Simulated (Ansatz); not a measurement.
# Magnetic orders of WO

Theory: DFT r2SCAN, scalar-relativistic, plane waves, PAW in Ansatz.

```xyz
2
Lattice="2.8260 0.0000 0.0000 0.0000 2.8260 0.0000 0.0000 0.0000 2.8260" Properties=species:S:1:pos:R:3 pbc="T T T"
W     0.0000    0.0000    0.0000
O     1.4130    1.4130    1.4130
```

```json
{"plane-wave cutoff": "500 eV", "Γ-centred k-mesh": "14×14×14", "occupation rule": "Gaussian smearing, 0.1 eV", "list of starting moments (μB, in atom order)": "2.5 0", "check for lower electronic states after the SCF": "off"}
```

All runs keep this geometry, which isn't relaxed for the lowest state (largest force there 0.000 eV/Å, pressure -8.0 GPa) and needn't be a stable compound; relaxing each order can shift differences of a few meV. Spin–orbit coupling is left out, which for heavy magnetic ions can matter as much as these differences. r2SCAN tends to overstate moments in metals, so a weak moment here may be absent in the real material. Site moments are spin moments in atom-centred spheres that scale with the neighbour distance. The states are those that the runs reached from these starts; a lower one can exist. No antiferromagnetic start is among these.

**Question.** Starts tried: no spin; large parallel starting moments. Which state comes out lowest, and what are the moments?

**Answer.** The lowest state is ferromagnetic, reached from the start “large parallel starting moments”, with site moments (μB) W +0.28. The next state lies only 1.05 meV/atom higher, which mesh, smearing and relaxation can turn, so the order isn't settled.

| start | ends | energy above lowest (meV/atom) | site moments (μB) | gap on mesh (eV) | P (GPa) |
| --- | --- | --- | --- | --- | --- |
| no spin | non-magnetic | 1.05 | none over 0.05 | metal | -7.4 |
| large parallel starting moments | ferromagnetic | 0.00 | W +0.28 | metal | -8.0 |

Cost: 2 runs of about 1.4 core-minutes in all, on Arm Neoverse N1 (shared hosts).